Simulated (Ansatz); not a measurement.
Ti (hcp (Mg type), space group No. 194), a = 2.8650 Å, b = 2.8650 Å, c = 4.5306 Å, α = 90.00°, β = 90.00°, γ = 120.00°.

Relaxed with LDA.

Which orbitals make up the states near the Fermi level in LDA in the plane-wave PAW code Ansatz?

Within 0.5 eV of the Fermi level: Ti 3d 91 %. Projections are on Löwdin-orthogonalised atomic valence shells; empty p or d shells of many metals are not among them.

Tabulate the density of states.

States/eV per cell of 2 atoms, in 0.25 eV bins, energy from the Fermi level.

| E (eV) | total | Ti 3d | Ti 4s | Ti 3p |
|---|---|---|---|---|
| -6.45 | 0.00 | 0.00 | 0.00 | 0.00 |
| -6.20 | 0.03 | 0.00 | 0.03 | 0.00 |
| -5.95 | 0.09 | 0.00 | 0.07 | 0.00 |
| -5.70 | 0.13 | 0.00 | 0.10 | 0.00 |
| -5.45 | 0.16 | 0.00 | 0.13 | 0.00 |
| -5.20 | 0.19 | 0.00 | 0.16 | 0.00 |
| -4.95 | 0.23 | 0.01 | 0.18 | 0.01 |
| -4.70 | 0.26 | 0.01 | 0.21 | 0.01 |
| -4.45 | 0.30 | 0.02 | 0.24 | 0.01 |
| -4.20 | 0.35 | 0.03 | 0.28 | 0.01 |
| -3.95 | 0.40 | 0.05 | 0.31 | 0.01 |
| -3.70 | 0.47 | 0.08 | 0.35 | 0.01 |
| -3.45 | 0.57 | 0.13 | 0.40 | 0.02 |
| -3.20 | 0.74 | 0.24 | 0.46 | 0.02 |
| -2.95 | 1.33 | 0.71 | 0.57 | 0.02 |
| -2.70 | 1.86 | 1.22 | 0.59 | 0.02 |
| -2.45 | 1.96 | 1.41 | 0.51 | 0.02 |
| -2.20 | 2.38 | 1.90 | 0.42 | 0.02 |
| -1.95 | 2.99 | 2.61 | 0.31 | 0.03 |
| -1.70 | 2.22 | 1.95 | 0.19 | 0.02 |
| -1.45 | 2.01 | 1.81 | 0.12 | 0.02 |
| -1.20 | 2.44 | 2.21 | 0.12 | 0.02 |
| -0.95 | 3.06 | 2.75 | 0.14 | 0.02 |
| -0.70 | 3.88 | 3.42 | 0.21 | 0.03 |
| -0.45 | 2.01 | 1.81 | 0.09 | 0.01 |
| -0.20 | 1.37 | 1.24 | 0.05 | 0.01 |
| 0.05 | 2.47 | 2.25 | 0.08 | 0.01 |
| 0.30 | 4.05 | 3.73 | 0.15 | 0.02 |
| 0.55 | 3.72 | 3.39 | 0.14 | 0.01 |
| 0.80 | 4.30 | 3.88 | 0.18 | 0.02 |
| 1.05 | 4.86 | 4.39 | 0.20 | 0.01 |
| 1.30 | 3.64 | 3.28 | 0.13 | 0.01 |
| 1.55 | 2.60 | 2.39 | 0.06 | 0.01 |
| 1.80 | 2.03 | 1.90 | 0.03 | 0.00 |
| 2.05 | 1.89 | 1.84 | 0.02 | 0.00 |
| 2.30 | 1.92 | 1.87 | 0.02 | 0.00 |
| 2.55 | 2.00 | 1.95 | 0.02 | 0.00 |
| 2.80 | 2.18 | 2.13 | 0.03 | 0.00 |
| 3.05 | 2.74 | 2.66 | 0.06 | 0.00 |

Space group P6_3/mmc (hcp (Mg type)). The LDA relaxation kept the symmetry of its start. The run is not spin-polarised. Axis ratios of metals converge slowly with the k-mesh, so a and c are less sure than the volume.

Potentials: the later of the program's two PAW sets.
